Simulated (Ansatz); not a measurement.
# Sb: strain energy, fitted

Sb, Pm-3m, a = 3.088 Å. This isn't the element's structure at ambient conditions. Ansatz: r2SCAN, PAW, 500 eV, Γ-centred 16×16×16 mesh on 1 atom, Gaussian smearing 0.10 eV; no spin polarisation. Series: strain along c alone, the other axes held, atoms fixed by symmetry; x is the strain in per cent. y is the free energy over the unstrained cell, V0 = 29.433 Å³/atom.

| x (%) | y (meV/atom) |
| --- | --- |
| -3.0 | ? |
| -2.0 | 5.39 |
| -1.0 | 1.14 |
| 0.0 | 0.00 |
| 1.0 | 1.76 |
| 2.0 | 6.10 |
| 3.0 | 12.65 |

Task: Fit y = c2 x² + c3 x³ to the other rows, turn c2 into a modulus, and predict the missing energy.

Result: Least squares on the rows shown. y = 1.390 x² + 0.01168 x³. In eV per unit strain² c2 is 13.90; this is C33 with relaxed ions (E = ½ C33 V0 ε²): 2 × 13.90 × 160.2 / (29.433) = 151 GPa. The unstrained cell keeps some stress along the strain, worth a slope of 0.36 meV/atom per %, which the form leaves out. With a term in x⁴ added, the coefficient of x² becomes 1.558, 12 % more, which shows how far this figure hangs on the form. At x = -3.0 the fit asked for gives 12.19 meV/atom. The run gave 12.68 meV/atom, so the fit is 0.49 meV/atom too low, within twice the rms miss on the fitted rows (0.29 meV/atom).

Cost: 7 runs of about 1.9 core-minutes in all, on Arm Neoverse V1 (shared hosts).